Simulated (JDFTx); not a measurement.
Input for a modified build of JDFTx: iodoethane, C2H5I (SMILES CCI), charge 0, multiplicity 1, vacuum; lengths in bohr, energies in hartree.

```
lattice \
  27.8734603382 0.0000000000 0.0000000000 \
  0.0000000000 25.0388711513 0.0000000000 \
  0.0000000000 0.0000000000 24.5664396201
coords-type Cartesian
ion C -2.0633088320 -0.1322005171 0.0002337189 0
ion C 0.5907455423 0.9207876100 0.0002493909 0
ion I 3.4103631117 -2.0465769680 0.0003233893 0
ion H -2.4026342161 -1.2848936966 -1.6683332011 0
ion H -3.4103631117 1.4255402953 0.0003059335 0
ion H -2.4023572260 -1.2850440089 1.6688511674 0
ion H 0.9602139246 2.0458095077 -1.6779816838 0
ion H 0.9603150248 2.0465769680 1.6779816838 0
ion-species pseudo/c_pbe_v1.2.upf
ion-species pseudo/i_pbe_v1.upf
ion-species pseudo/h_pbe_v1.4.upf
core-overlap-check none
elec-cutoff 20 100
elec-ex-corr gga-PBE
symmetries none
coulomb-interaction Isolated
coulomb-truncation-embed 0 0 0
elec-n-bands 10
electronic-minimize nIterations 150 energyDiffThreshold 1e-7
dump-name s0.$VAR
dump End State Ecomponents EigStats BandEigs Forces ElecDensity IonicPositions
```

The minimisation and the closing blocks of the log:

```
ElecMinimize: Iter:   0  Etot: -25.757970307025296  |grad|_K:  5.699e-04  alpha:  1.000e+00
ElecMinimize: Iter:   1  Etot: -26.006199182797559  |grad|_K:  1.683e-04  alpha:  1.042e+00  linmin: -4.481e-02
ElecMinimize: Iter:   2  Etot: -26.026863413669858  |grad|_K:  7.426e-05  alpha:  9.806e-01  linmin:  2.270e-03
ElecMinimize: Iter:   3  Etot: -26.031813693387264  |grad|_K:  3.277e-05  alpha:  1.226e+00  linmin: -1.492e-03
ElecMinimize: Iter:   4  Etot: -26.032817644838836  |grad|_K:  1.568e-05  alpha:  1.274e+00  linmin: -5.259e-05
ElecMinimize: Iter:   5  Etot: -26.033063467623652  |grad|_K:  7.351e-06  alpha:  1.365e+00  linmin:  6.520e-04
ElecMinimize: Iter:   6  Etot: -26.033119455033415  |grad|_K:  3.913e-06  alpha:  1.414e+00  linmin: -1.736e-05
ElecMinimize: Iter:   7  Etot: -26.033133506902089  |grad|_K:  2.049e-06  alpha:  1.252e+00  linmin: -4.807e-07
ElecMinimize: Iter:   8  Etot: -26.033137598395648  |grad|_K:  1.139e-06  alpha:  1.329e+00  linmin: -3.297e-05
ElecMinimize: Iter:   9  Etot: -26.033139006942186  |grad|_K:  6.710e-07  alpha:  1.480e+00  linmin:  3.408e-06
ElecMinimize: Iter:  10  Etot: -26.033139555511379  |grad|_K:  4.606e-07  alpha:  1.663e+00  linmin: -6.794e-06
ElecMinimize: Iter:  11  Etot: -26.033139781779681  |grad|_K:  2.615e-07  alpha:  1.455e+00  linmin: -1.169e-05
ElecMinimize: Iter:  12  Etot: -26.033139849885647  |grad|_K:  1.433e-07  alpha:  1.359e+00  linmin:  3.898e-05
ElecMinimize: Iter:  13  Etot: -26.033139870821365  |grad|_K:  7.843e-08  alpha:  1.390e+00  linmin:  1.070e-04
ElecMinimize: Converged (|Delta Etot|<1.000000e-07 for 2 iters).

# Ionic positions in cartesian coordinates:
ion C  -2.063308832000000  -0.132200517100000   0.000233718900000 0
ion C   0.590745542300000   0.920787610000000   0.000249390900000 0
ion I   3.410363111700000  -2.046576968000000   0.000323389300000 0
ion H  -2.402634216100000  -1.284893696600000  -1.668333201100000 0
ion H  -3.410363111700000   1.425540295300000   0.000305933500000 0
ion H  -2.402357226000000  -1.285044008900000   1.668851167400000 0
ion H   0.960213924600000   2.045809507700000  -1.677981683800000 0
ion H   0.960315024800000   2.046576968000000   1.677981683800000 0

# Forces in Cartesian coordinates:
force C   0.007965245483165  -0.000138346351857   0.000037455055094 0
force C  -0.005676274605010  -0.004651319855289  -0.000019709890758 0
force I   0.001629641878992  -0.000127631945552   0.000005321273316 0
force H  -0.002463737152364  -0.004882550926329  -0.006517564524689 0
force H  -0.006833940996720   0.007240106727426   0.000005005325474 0
force H  -0.002475376944357  -0.004865466606238   0.006494813594274 0
force H   0.003949400691979   0.003671875972183  -0.006098547023651 0
force H   0.003942033994718   0.003653436877551   0.006093957042509 0

# Energy components:
   Eewald =       40.2804943034808929
       EH =       60.0291874360466480
     Eloc =     -135.0770023623614975
      Enl =        4.9008852315783669
      Exc =      -29.5969745250161367
 Exc_core =       21.2320424268992980
       KE =       12.1982276185510496
-------------------------------------
     Etot =      -26.0331398708213655


	eMin: -0.723078 at state 0 ( [ +0.000000 +0.000000 +0.000000 ] spin 0 )
	HOMO: -0.224514 at state 0 ( [ +0.000000 +0.000000 +0.000000 ] spin 0 )
```

The run took 14 electronic cycles; the highest occupied level lies at -6.11 eV from the vacuum level.
